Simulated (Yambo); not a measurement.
A G0W0@PBEsol run in Yambo for RbCdF$_{3}$ (cubic perovskite, space group Pm-3m, No. 221) (4×4×4 Γ-centred k mesh, bands 5 to 132 and a 7 Ry block in the screening, 132 bands in G with the Bruneval-Gonze terminator, plasmon pole fitted at 27.2 eV) gives these matrix elements, in eV, at the band edges (R → Γ):

| state | E0 | <Vxc> | <Σx> | <Σc(E0)> | Z |
|---|---|---|---|---|---|
| valence edge | 0.000 | -25.559 | -32.362 | 4.543 | 0.819 |
| conduction edge | 3.079 | -11.975 | -7.272 | -3.245 | 0.876 |

Solve the linearised quasiparticle equation for both states, give the gap, and say how exchange and correlation each act on it.

E = E0 + Z(Σx + Σc − Vxc). Valence: 0.000 + 0.819 × (-32.362 + (4.543) − (-25.559)) = -1.85 eV. Conduction: 3.079 + 0.876 × (-7.272 + (-3.245) − (-11.975)) = 4.36 eV. The gap is 6.21 eV, against 3.08 eV in PBEsol. Replacing Vxc by bare exchange alone would open it by 11.51 eV; correlation takes back 7.79 eV of that, and Z scales what is left. Convergence of the G0W0 settings was not tested. Spin-orbit splittings are left out. The cell is held in this high symmetry; tilts and polar distortions were not searched.

Geometry of the Materials Project entry, not relaxed at this level; primitive cell a = b = c = 4.425 Å, α = β = γ = 90.00°.

The structure is a Materials Project entry; no match was found in the copy of COD used, and its stability was not checked.
